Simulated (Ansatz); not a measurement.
Ag$_{2}$PdO$_{2}$ in space group Immm (No. 71; Pd on 2a, O on 4j, Ag on 4i), LDA in the plane-wave PAW code Ansatz, all energies at zero smearing, with the estimated change up to a 700 eV cutoff added, with one set of potentials and settings (totals compare only within such a set). Cell of 5 atoms (1 Pd, 2 O, 2 Ag): -22867.291 eV.

```json
[
 {"element": "Pd", "reference phase": "Fm-3m, 1 atoms in the cell", "E (eV/atom)": "-6844.5892"},
 {"element": "O", "reference phase": "C2/m, 4 atoms in the cell, spin-polarised", "E (eV/atom)": "-552.6518"},
 {"element": "Ag", "reference phase": "P6_3/mmc, 4 atoms in the cell", "E (eV/atom)": "-7458.1511"}
]
```

Formation energy per atom, worked out: (-22867.291 − 1×(-6844.5892) − 2×(-552.6518) − 2×(-7458.1511))/5 = -0.219 eV/atom (-21 kJ per mol of atoms), at 0 K, without zero-point energy or fitted corrections.

The workflow started from an entry of the Crystallography Open Database (COD). Its standing as an ambient phase is unchecked. Symmetry was held in the LDA relaxation; of distortions, only those at the zone centre were tested. The run is not spin-polarised. The references are the lowest solids computed at this level, not always the standard phases (solids in place of the gases).

Potentials: the later of the program's two PAW sets.
